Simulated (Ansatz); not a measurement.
Li (fcc type), DFT, PBEsol, all-electron LAPW, scalar-relativistic (Ansatz 0.2.0), on 1 thread of Arm Neoverse V2 (shared host).

Command: `ansatz run input.yaml --threads 1 --pin off --max-ram 3584MiB --backend cpu --events-out ev --progress --plain --runs-dir out`

```yaml
crystal:
  lattice:
    - [0.0, 1.6129227644, 1.6129227644]
    - [1.6129227644, 0.0, 1.6129227644]
    - [1.6129227644, 1.6129227644, 0.0]
  atoms:
    - { symbol: Li, position: [0.0, 0.0, 0.0] }
kpoints:
  mp_grid: { grid: [20, 20, 20] }
scf:
  occupations: { method: fermi_dirac, width: 0.1 }
hamiltonian:
  xc: pbesol
  pseudopotentials: { kind: all_electron, lapw: { basis_error: 0.0005 } }
output:
  forces: true
  stress: true
  eigenvalues: true
relax:
  f_tol: 0.005
  max_steps: 12
  cell: { p_target: 52.0, stress_tol: 0.03 }
```

Task: How large is the problem that the program sets up?

Result: 256 irreducible k-points, 59 plane waves at Γ, 6 bands.

Task: About how long does it take?

Result: 5.8 s of wall time for 6 SCF iterations over 1 geometries. Times on shared machines scatter by tens of per cent.
